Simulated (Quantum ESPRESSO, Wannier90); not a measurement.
**Au (fcc (Cu type)): Wannier90 run**

```
Au
1.0
    0.00000     2.08564     2.08564
    2.08564     0.00000     2.08564
    2.08564     2.08564     0.00000
Au
1
Direct
  0.00000   0.00000   0.00000
```

Materials Project entry mp-81; symmetrised, unrelaxed at this level. This is the element's usual structure. Method: PBEsol plane waves in Quantum ESPRESSO 7.5 (PseudoDojo norm-conserving files, 61 Ry, no spin polarisation, no spin-orbit coupling), Bloch states on a 12×12×12 mesh through Γ, Wannier90 4.0.1. Density: 18×18×18 mesh, cold smearing 0.01 Ry. Spin-orbit coupling is left out although heavy elements are present.

Base run: 9 functions from bands 5-21 of the 21 computed, start hydrogen-like Au: s;p;d, centres 0.05 Å off the atoms, frozen window up to 1.50 eV relative to the Fermi level, outer window open. One thing is changed at a time; window edges are relative to the Fermi level. The misfit compares interpolated bands with pw.x on a high-symmetry path, for states up to 1.0 eV relative to the Fermi level. Converged means that the tolerances were met: symmetric starts can stop on a saddle, which shows as a larger Ω_OD at equal Ω_I and can move the misfit too.

Q: Which of these settings interpolates worst among those that finish?
A. frozen window to -0.50 eV
B. base
C. no frozen window
D. frozen window to 3.50 eV

A: C, no frozen window. The whole sweep:

| setting | functions | frozen to (eV) | Ω_I (Å²) | Ω_D (Å²) | Ω_OD (Å²) | rms misfit (meV) | worst (meV) | ended |
|---|---|---|---|---|---|---|---|---|
| base | 9 | 1.50 | 7.65 | 0.00 | 1.85 | 1.4 | 11 | converged |
| frozen window to 3.50 eV | 9 | 3.50 | 7.71 | 0.00 | 1.87 | 1.3 | 7.9 | converged |
| frozen window to -0.50 eV | 9 | -0.50 | 7.58 | 0.00 | 1.84 | 21 | 296 | converged |
| frozen window to 16.25 eV | 9 | 16.25 | – | – | – | – | – | stops: too many frozen states |
| no frozen window | 9 | none | 7.33 | 0.00 | 1.66 | 419 | 1451 | converged |

Runs of this sweep that didn't settle are not listed.
